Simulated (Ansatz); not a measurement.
Trial structure of ScAs4, not yet relaxed:

Space group P6/mmm (No. 191). a = 4.329 Å, b = 4.329 Å, c = 4.363 Å, α = 90.00°, β = 90.00°, γ = 120.00°
```
atom  site  symmetry       x       y       z
  Sc    1b     6/mmm  0.0000  0.0000  0.5000
  As    3g       mmm  0.5000  0.0000  0.5000
  As    1a     6/mmm  0.0000  0.0000  0.0000
```

Theory: DFT PBE, scalar-relativistic, plane waves, PAW in Ansatz. Cutoff 420 eV; k points 6×6×4 on the computed 5-atom cell (Γ-centred); Gaussian smearing, width 0.10 eV; no spin polarisation.

Formation energies are uncorrected and refer to the elements' standard structures at the same level.

Q: Estimate its pressure, forces and energy as it stands.

A: The pressure is 132.4 GPa (the mean over three directions, positive in compression), the largest force is 0.00 eV/Å (symmetry fixes the atoms), and the energy is +3.46 eV/atom against the elements. The shortest distance is 2.16 Å.

Q: Is it a good guess?

A: A poor one: relaxing gains about 3.3 eV/atom (the start's value is from the coarse mesh, so the gain is rough) in 16 ionic steps and ends at +0.14 eV/atom on the finer mesh. The symmetry stays P6/mmm (No. 191). The volume per atom grows by 94.9 %, from 14.2 to 27.6 Å³. The shortest distance goes from 2.16 Å (Sc–As and As–As) to 2.60 Å (Sc–As). Conventional cell: a = 5.534 Å, c = 5.204 Å. Sc has 2 As at 2.60 Å and 6 As at 2.77 Å; around As on a site of symmetry mmm lie 4 As at 2.77 Å and 2 Sc at 2.77 Å; As on a site of symmetry 6/mmm has 2 Sc at 2.60 Å.

The last run used a 12×12×8 mesh (in the run's order of axes) for its 5-atom cell and Gaussian smearing of 0.10 eV. The reference form of As is held partly by dispersion forces, which this level lacks. The relaxation can't lower the symmetry of the start, and the grade says only how near the guess is to its own end. A structure relaxed within its symmetry needn't be a true minimum. Another cell of ScAs4 relaxed alike, in I4/m, lies 0.47 eV/atom lower, so this cell isn't the stable form at this level.
